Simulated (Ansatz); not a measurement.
In r²SCAN+D4 in the plane-wave PAW code Ansatz, MoSe in the hexagonal phase (P6_3/mcm; Mo on 6g, Se on 6g) relaxes to a = 9.015 Å, c = 4.417 Å. Against the elements it lies at -0.45 eV/atom, with no fitted shifts.

Electronic character: metallic (no gap). The magnetic state found is non-magnetic (starting moments vanished).

The bulk modulus is 13.7 GPa. Bader charges are Mo +0.71, Se -0.71 e.

The start of the workflow was typed in or built on a structure type; neither database checked (COD, Materials Project) lists it. Its standing as an ambient phase is unchecked. The r²SCAN+D4 relaxation kept the symmetry of its start; whether a distortion lowers the energy is not shown. The workflow began spin-polarised and lost its moments. The references are the lowest solids computed at this level, not always the standard phases. Scalar-relativistic: spin–orbit coupling is off unless named, which matters more the heavier the elements.

Potentials: the earlier of the program's two PAW sets.
